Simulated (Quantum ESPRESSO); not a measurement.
# Kohn-Sham bands of GaN (wurtzite)

```yaml
crystal:
  lattice:
    - [3.18893, 0.00000, 0.00000]
    - [-1.59446, 2.76169, 0.00000]
    - [0.00000, 0.00000, 5.19236]
  atoms:
    - { symbol: Ga, position: [0.66667, 0.33333, 0.49908] }
    - { symbol: Ga, position: [0.33333, 0.66667, 0.99908] }
    - { symbol: N, position: [0.66667, 0.33333, 0.87592] }
    - { symbol: N, position: [0.33333, 0.66667, 0.37592] }
```

Structure: Materials Project mp-804, symmetrised, not relaxed again. COD (Crystallography Open Database) has the formula in 2 space groups, this one among them (matched by group alone). Level: PBE, no spin polarisation, no spin-orbit coupling; pw.x of Quantum ESPRESSO at 68 Ry with PseudoDojo potentials, 12×12×6 k-points, Wannier90. Density: 12×12×6 mesh, cold smearing 0.01 Ry.

Task: List the Kohn-Sham levels between −8 and 4.9 eV relative to the valence-band maximum at the high-symmetry points, as a band run of pw.x on that density gives them (levels within 2 meV counted together).

Result: 
```json
[
 {"point": "Γ", "k (reciprocal lattice)": "0.000 0.000 0.000", "levels (eV)": "-7.02, -1.03 (×2), -0.03, 0.00 (×2), 1.94, 4.28"},
 {"point": "M", "k (reciprocal lattice)": "0.500 0.000 0.000", "levels (eV)": "-6.43, -5.27, -4.18, -2.72, -2.18, -0.99"},
 {"point": "K", "k (reciprocal lattice)": "0.333 0.333 0.000", "levels (eV)": "-5.32 (×2), -5.25, -2.96 (×2), -2.71"},
 {"point": "A", "k (reciprocal lattice)": "0.000 0.000 0.500", "levels (eV)": "-3.83 (×2), -0.53 (×4), 4.27 (×2)"},
 {"point": "L", "k (reciprocal lattice)": "0.500 0.000 0.500", "levels (eV)": "-6.57 (×2), -1.93 (×2), -1.88 (×2), 4.44 (×2)"},
 {"point": "H", "k (reciprocal lattice)": "0.333 0.333 0.500", "levels (eV)": "-6.14 (×2), -4.17 (×2), -1.46 (×2)"}
]
```
